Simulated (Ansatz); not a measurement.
NbCuN2 in space group R-3m (No. 166; Nb on 3b, Cu on 3a, N on 6c), PBEsol (plane waves, PAW; program Ansatz), all energies at zero smearing, with the estimated change up to a 700 eV cutoff added, with one set of potentials and settings (totals compare only within such a set). Cell of 4 atoms (1 Nb, 1 Cu, 2 N): -11843.231 eV.

```csv
element,reference phase,E (eV/atom)
Nb,"Im-3m, 1 atoms in the cell",-4495.4840
Cu,"Fm-3m, 1 atoms in the cell",-6588.7834
N,"Pa-3, 8 atoms in the cell",-378.4910
```

Formation energy per atom, worked out: (-11843.231 − 1×(-4495.4840) − 1×(-6588.7834) − 2×(-378.4910))/4 = -0.495 eV/atom (-48 kJ per mol of atoms), at 0 K, without zero-point energy or fitted corrections.

The start of the workflow was typed in or built on a structure type; neither database checked (COD, Materials Project) lists it. Its standing as an ambient phase is unchecked. Symmetry was held in the PBEsol relaxation; whether a distortion lowers the energy is not shown. The workflow began spin-polarised and lost its moments. The references are the lowest solids computed at this level, not always the standard phases (solids in place of the gases).

Potentials: the earlier of the program's two PAW sets. The files were generated under PBE; for other functionals the program regenerates the frozen cores, and for LDA and PBEsol the local potential too.
